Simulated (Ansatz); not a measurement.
Relaxed-ion elastic tensor of Mg$_{2}$Si in space group P4/nmm (No. 129; Mg on 2a, Mg on 2c, Si on 2c) in GPa (Voigt order), PBEsol in the plane-wave PAW code Ansatz; density 2.15 g/cm³, 19.74 Å³ per atom.

```
      1     2     3     4     5     6
-  ----  ----  ----  ----  ----  ----
1  87.1  36.6  30.6   0.0   0.0   0.0
2  36.6  87.1  30.6   0.0   0.0   0.0
3  30.6  30.6   136   0.0   0.0   0.0
4   0.0   0.0   0.0  31.6   0.0   0.0
5   0.0   0.0   0.0   0.0  31.6   0.0
6   0.0   0.0   0.0   0.0   0.0  22.3
```

Question: Is the crystal mechanically stable?

Answer: Yes: the smallest eigenvalue of C is 22.3 GPa.

Question: Work out the Voigt, Reuss and Hill averages.

Answer: K_V = 56.2, K_R = 54.7, K_H = 55.4; G_V = 31.2, G_R = 29.4, G_H = 30.3 GPa.

Question: Give Young's modulus, Poisson's ratio, Pugh's ratio and the universal anisotropy index.

Answer: E = 9KG/(3K + G) = 76.9 GPa; ν = 0.27; K/G = 1.83 (near the Pugh limit of 1.75, no verdict); A_U = 5G_V/G_R + K_V/K_R − 6 = 0.35.

Question: Estimate the sound speeds and the Debye temperature.

Answer: v_l = √((K + 4G/3)/ρ) = 6670 m/s, v_t = √(G/ρ) = 3750 m/s, mean 4180 m/s; Θ = (h/k)(3n/4πV)^(1/3) v_m = 460 K.

Question: How much does each axis shrink under pressure?

Answer: Linear compressibilities β_i = Σ_j S_ij (j = 1 to 3): x 7.0, y 7.0, z 4.2 per TPa.

The first step of the workflow began from a Materials Project structure, measured or hypothetical; the Crystallography Open Database copy checked does not list it. It is not the phase usual at ambient conditions (space group No. 225). The cell was relaxed with PBEsol under the symmetry of its start; of distortions, only those at the zone centre were tested. As this level gives no gap, shear constants depend on the k-mesh and smearing (Fermi–Dirac, 0.1 eV here).

Potentials: the later of the program's two PAW sets.
